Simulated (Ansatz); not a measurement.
This Al₅InAs₆ structure is the end of a relaxation. The cell was found from a structure generator's guess, not taken from experiment.

Computed with DFT PBE, scalar-relativistic, plane waves, PAW in Ansatz 0.2.0. Cutoff 420 eV, Γ-centred mesh, Gaussian smearing, no spin polarisation.

```
Al In As
1.0
     3.54303    2.04557    6.72601
    -3.54303    2.04557    6.72601
     0.00000   -4.09114    6.72601
Al In As
5 1 6
Direct
  0.16650 0.49602 0.83764
  0.83764 0.16650 0.49602
  0.49602 0.83764 0.16650
  0.99850 0.99850 0.99850
  0.33573 0.33573 0.33573
  0.66662 0.66662 0.66662
  0.27281 0.62012 0.97669
  0.97669 0.27281 0.62012
  0.62012 0.97669 0.27281
  0.12251 0.12251 0.12251
  0.79760 0.79760 0.79760
  0.46026 0.46026 0.46026
```

Energies over the elements count from the elements' standard structures at the same level, with no fitted energy shifts.

Q: What space group does it have?

A: R3 (No. 146), with Al and In ordered on wurtzite sites. Conventional cell: a = 7.086 Å, c = 20.178 Å. Al on a site of symmetry 1 has 4 As at 2.48–2.51 Å; Al on a site of symmetry 3 is surrounded by 4 As at 2.47–2.50 Å; In is surrounded by 4 As at 2.64 Å; As on a site of symmetry 1 is surrounded by 3 Al at 2.46–2.49 Å and 1 In at 2.64 Å; 4 more sites not described.

Q: What is its formation energy per atom?

A: −0.435 eV/atom. A negative formation energy is needed for stability but isn't enough: competing phases decide.

Q: Is it a metal?

A: No, the gap on the 6×6×6 mesh is 1.34 eV.

The last run used a 6×6×6 mesh for its 12-atom cell and Gaussian smearing of 0.02 eV. Kohn–Sham gaps at this level usually fall short of measured ones. The reference form of As is held partly by dispersion forces, which this level lacks. A later test with randomly moved atoms came back to the same energy, though modes that don't fit the test's cell weren't probed.
